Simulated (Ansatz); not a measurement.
## Calculated ¹¹B NMR of the central transition for BN

Cell: a computed structure from the Materials Project (it need not be an observed phase), ions relaxed with PBE at fixed cell.

```xyz
4
Lattice="2.5016 0.0000 0.0000 -1.2508 2.1665 0.0000 0.0000 0.0000 7.3693" Properties=species:S:1:pos:R:3 pbc="T T T"
B     1.2508    0.7222    5.5270
B     0.0000    1.4443    1.8423
N     0.0000    0.0000    5.5270
N     0.0000    0.0000    1.8423
```

Atoms are numbered from 1 in the order listed; like atoms form one site, named after its first atom.

All values are calculated (Ansatz; DFT, r2SCAN, plane waves and PAW, scalar-relativistic, 500 eV cutoff, Γ-centred 14×14×4 k-points, Fermi–Dirac smearing 0.02 eV), not measured.

¹¹B has I = 3/2 and Q = 40.59 mb (Pyykkö 2018); at 35.2 T its Larmor frequency is ν₀ = 480.9 MHz. Only the quadrupole interaction is simulated: positions count from each site's isotropic chemical shift, and J coupling is left out, as are shift anisotropy and dipolar coupling, which fast spinning averages.

Simulated pattern of one B site (fast magic-angle spinning, Gaussian broadening 0.05 kHz):

```tsv
offset (kHz)	height
-1.111	0
-1.079	2
-1.046	5
-1.013	5
-0.981	6
-0.948	6
-0.915	6
-0.882	6
-0.850	6
-0.817	6
-0.784	7
-0.751	7
-0.719	10
-0.686	41
-0.653	81
-0.620	66
-0.588	51
-0.555	45
-0.522	42
-0.490	40
-0.457	40
-0.424	39
-0.391	40
-0.359	41
-0.326	43
-0.293	47
-0.260	52
-0.228	62
-0.195	87
-0.162	100
-0.130	37
-0.097	2
```

(1) Which |C_Q| and η does the pattern imply?

Answers

(1) The pattern spans 0.916 kHz before broadening and its centre of gravity is at -0.428 kHz, which fixes P_Q; the places of the horns and steps fix η. That gives P_Q = 2.87 MHz, |C_Q| = 2.87 MHz and η = 0.00. The sign of C_Q can't be read from the pattern.

An axis of threefold or higher order runs through B, so V_zz lies along it and η is zero.

Hardware: 4 threads of Arm Neoverse V1 (aarch64; 8 cores open to the job, memory cap 8.0 GiB, no GPU), a shared host with a load of 0.7 a core. Wall time 2.2 s, CPU time 7.6 s, peak memory 0.44 GiB.
